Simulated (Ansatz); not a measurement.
One crystal and one scan (energy against volume) at two levels, PBE-D3(BJ) (plane waves to 420 eV, PAW, scalar-relativistic; Ansatz, a quantum-chemistry and plane-wave program) and r2SCAN+rVV10 (plane waves to 500 eV, PAW, scalar-relativistic; Ansatz), each from its own relaxed cell and on its own mesh.

The crystal is Sb (A7 type, space group R-3m); the cell is scaled evenly about its relaxed volume V₀.

Energies are smeared free energies. Sb was relaxed with its symmetry unable to fall. Spin-orbit coupling is left out, though Sb is heavy. With the shape held, the modulus is that of even scaling; a crystal free to change shape is softer. Both scans cover V/V₀ from 0.840 to 1.160.

| quantity | run 1 | run 2 |
|---|---|---|
| Lattice constant a (Å) | 4.321 | 4.328 |
| Lattice constant c (Å) | 11.04 | 11.34 |
| Relaxed volume (Å³/atom) | 29.76 | 30.67 |
| Pressure at the smallest volume (GPa) | 11.7 | 10.4 |
| Energy cost of the largest compression (meV/atom) | 142 | 139 |
| Energy cost of the largest expansion (meV/atom) | 84 | 81 |
| Bulk modulus at fixed cell shape B₀ (third-order Birch-Murnaghan fit) (GPa) | 45.0 | 42.5 |
| Pressure for 5 % compression (fit) (GPa) | 2.6 | 2.4 |

Task: Which run is which level?

Result: Run 1 is PBE-D3(BJ), run 2 is r2SCAN+rVV10. PBE-D3(BJ) gives the higher value for: pressure at the smallest volume; energy cost of the largest compression; energy cost of the largest expansion; bulk modulus at fixed cell shape B₀. PBE-D3(BJ) gives the lower value for: lattice constant c; relaxed volume. They agree on: lattice constant a (within 0.2 %).

(A scan under strain: stresses follow from slopes of the energy per volume, elastic moduli from its curvatures.)
